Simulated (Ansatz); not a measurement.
Nb (hcp (Mg type), space group No. 194) under volume change, DFT-LDA in the program Ansatz with PAW potentials, shape and atoms relaxed at each volume.

| V (Å³/atom) | E − E(relaxed) (meV/atom) | P (GPa) |
|---|---|---|
| 16.047 | 93.7 | 20.40 |
| 16.576 | 39.5 | 12.59 |
| 17.105 | 9.4 | 5.83 |
| 17.634 | 0.0 | -0.01 |
| 18.163 | 8.5 | -5.04 |
| 18.692 | 32.6 | -9.41 |
| 19.221 | 70.1 | -13.19 |

Q: What does a third-order Birch–Murnaghan fit give for V₀, B₀ and B′?

A: V₀ = 17.63 Å³/atom, B₀ = 181 GPa, B′ = 3.8.

Space group P6_3/mmc (hcp (Mg type)). The first step of the workflow began from a Materials Project structure, measured or hypothetical; the Crystallography Open Database copy checked does not list it. It is not the phase usual at ambient conditions (space group No. 229). The cell was relaxed with LDA under the symmetry of its start. At this level the phase is dynamically unstable (imaginary phonons). No spin polarisation was allowed.

Potentials: the later of the program's two PAW sets.
